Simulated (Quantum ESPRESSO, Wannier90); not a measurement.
**Wannierisation of PtS2 (CdI2 type)**

```xyz
3
Lattice="3.5487 0.0000 0.0000 -1.7744 3.0733 0.0000 0.0000 0.0000 5.5971" Properties=species:S:1:pos:R:3 pbc="T T T"
Pt     0.0000     0.0000     0.0000
S     -1.7744     1.0244    -1.2333
S      1.7744    -1.0244     1.2333
```

Materials Project entry mp-762; symmetrised, unrelaxed at this level. COD (Crystallography Open Database) has an entry of this formula and space group (matched by these alone). Method: PBEsol plane waves in Quantum ESPRESSO 7.5 (PseudoDojo norm-conserving files, 68 Ry, no spin polarisation, no spin-orbit coupling), Bloch states on a 12×12×4 mesh through Γ, Wannier90 4.0.1. Density: 12×12×6 mesh, cold smearing 0.01 Ry. The cell is built of weakly bound layers, chains or molecules, whose nearest atoms lie 3.74 Å apart. Database cells relaxed without dispersion often hold them too far apart, which can enlarge gaps and weakens couplings between them; spacing and stacking were not compared with the measured crystal. Spin-orbit coupling is left out although heavy elements are present.

Functional, cutoff and mesh named above are those of the base row (12×12×4); the first column says what each row takes instead. Model: 11 functions from bands 7-27, start hydrogen-like Pt: d; S: p, centres 0.05 Å off the atoms, frozen window tied to the conduction edge or Fermi level of each row, as listed, which moves Ω_I and hoppings a little by itself. Energies are relative to the valence-band maximum; the misfit is to pw.x on a path, for states up to 2.0 eV relative to the valence-band maximum. Only the mesh of Bloch states changes. The disentangled Ω_I can sit in another minimum from row to row.

```json
[
 {"mesh": "5×5×2", "frozen to (eV)": "2.48", "Ω_I (Å²)": "15.08", "rms misfit (meV)": "18", "k-points (cost)": "50", "rough cost of nscf and overlaps (first row = 1)": "1.0"},
 {"mesh": "6×6×2", "frozen to (eV)": "2.48", "Ω_I (Å²)": "15.42", "rms misfit (meV)": "6.1", "k-points (cost)": "72", "rough cost of nscf and overlaps (first row = 1)": "1.6"},
 {"mesh": "8×8×3", "frozen to (eV)": "2.48", "Ω_I (Å²)": "…", "rms misfit (meV)": "5.5", "k-points (cost)": "192", "rough cost of nscf and overlaps (first row = 1)": "4"},
 {"mesh": "10×10×3", "frozen to (eV)": "2.48", "Ω_I (Å²)": "16.37", "rms misfit (meV)": "5.2", "k-points (cost)": "300", "rough cost of nscf and overlaps (first row = 1)": "5"},
 {"mesh": "12×12×4", "frozen to (eV)": "2.48", "Ω_I (Å²)": "16.65", "rms misfit (meV)": "0.3", "k-points (cost)": "576", "rough cost of nscf and overlaps (first row = 1)": "10"},
 {"mesh": "14×14×5", "frozen to (eV)": "2.48", "Ω_I (Å²)": "16.79", "rms misfit (meV)": "0.3", "k-points (cost)": "980", "rough cost of nscf and overlaps (first row = 1)": "17"}
]
```

### Question
Some entries are withheld; supply them.

### Answer

- 8×8×3, Ω_I (Å²): 16.17
